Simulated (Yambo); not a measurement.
N (space group P4_2/mnm, No. 136), G0W0@LDA in Yambo (4×4×2 mesh, plasmon pole; 8 Ry block, no terminator). The number N of bands in W and G is varied.

```
N    x = 1/N  gap A → Γ (eV)  shift of the valence edge (eV)
---  -------  --------------  ------------------------------
54   0.01852          13.134                          -2.511
84   0.01190          13.082                          -2.659
121  0.00826          13.051                          -2.772
158  0.00633               ?                               ?
```

Task: Basis-set arguments suggest E = E∞ + A x. Fix A and E∞ from the two rows above the withheld one, predict the row at 158 bands, and test the form.

Result: Gap: A = (13.051 − (13.082))/(0.00826 − 0.01190) = 8.52, E∞ = 12.981 eV, so 13.035 eV is predicted; the run gave 13.035 eV (miss 0 meV). The first two rows have slope 7.85, within 15 % of that. Shift: A = (-2.772 − (-2.659))/(0.00826 − 0.01190) = 31.0, E∞ = -3.028 eV, so -2.832 eV is predicted; the run gave -2.848 eV (miss 16 meV). The first two rows have slope 22.4, so the form doesn't hold yet over the whole range. The other settings are held fixed.

Geometry of the Materials Project entry, not relaxed at this level; primitive cell a = 4.084 Å, b = 4.084 Å, c = 5.346 Å, α = 90.00°, β = 90.00°, γ = 90.00°.

The structure is a Materials Project entry; no match was found in the copy of COD used, and its stability was not checked.

A shift is the quasiparticle energy of the state minus its LDA energy.

The distance between layers or molecules is the database entry's, not relaxed here. Functionals without dispersion can leave it too large, which widens gaps and weakens the response across layers: the numbers belong to this cell.
